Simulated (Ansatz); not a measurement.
Ba$_{4}$P$_{2}$O:
```yaml
crystal:
  lattice:
    - [3.58500, -8.31395, 0.00000]
    - [3.58500, 8.31395, 0.00000]
    - [0.00000, 0.00000, 7.49284]
  atoms:
    - { symbol: Ba, position: [0.67663, 0.32337, 0.43901] }
    - { symbol: Ba, position: [0.32337, 0.67663, 0.56099] }
    - { symbol: Ba, position: [0.82337, 0.17663, 0.93901] }
    - { symbol: Ba, position: [0.17663, 0.82337, 0.06099] }
    - { symbol: Ba, position: [0.73211, 0.76789, 0.25000] }
    - { symbol: Ba, position: [0.26789, 0.23211, 0.75000] }
    - { symbol: Ba, position: [0.76789, 0.73211, 0.75000] }
    - { symbol: Ba, position: [0.23211, 0.26789, 0.25000] }
    - { symbol: P, position: [0.13508, 0.86492, 0.47823] }
    - { symbol: P, position: [0.86492, 0.13508, 0.52177] }
    - { symbol: P, position: [0.36492, 0.63508, 0.97823] }
    - { symbol: P, position: [0.63508, 0.36492, 0.02177] }
    - { symbol: O, position: [0.50000, 0.50000, 0.50000] }
    - { symbol: O, position: [0.00000, 0.00000, 0.00000] }
```

The program Ansatz at the r²SCAN level (PAW) gives a gap of 1.28 eV without spin–orbit coupling, maximum at Y, minimum at Y.

Task: What happens when spin–orbit coupling is switched on?

Result: The gap falls by 0.01 eV, to 1.27 eV; maximum at Y, minimum at Y.

Space group Cmce. The workflow started from a Materials Project entry (that database holds measured and hypothetical structures alike); the Crystallography Open Database copy checked does not list it. Whether it is the stable phase at ambient conditions was not checked. The cell was relaxed with r²SCAN under the symmetry of its start; whether a distortion lowers the energy is not shown.

Potentials: the later of the program's two PAW sets.
